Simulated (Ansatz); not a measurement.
Au (dhcp): energy against volume

Theory: DFT, BLYP, plane waves (420 eV) with PAW, scalar-relativistic in Ansatz 0.2.0. The PAW files were generated under PBE, with cores re-solved for the functional.

The cell is scaled uniformly from the relaxed one, with fractional coordinates and shape fixed. Energies are extrapolated to zero smearing, pressures are those at the given smearing. Magnetic state: spin not included.

A Birch-Murnaghan fit gives V₀ = 19.51 Å³/atom, B₀ = 101 GPa, B₀′ = 5.9.

(1) What are the energy above the minimum and the pressure at 18.701 Å³/atom?

(2) What are the energy above the minimum and the pressure at 21.038 Å³/atom?

(3) What are the energy above the minimum and the pressure at 21.817 Å³/atom?

## Answers

(1) 11.7 meV/atom and 4.84 GPa as computed.

(2) 31.6 meV/atom and -6.10 GPa as computed.

(3) 66.4 meV/atom and -8.10 GPa as computed.
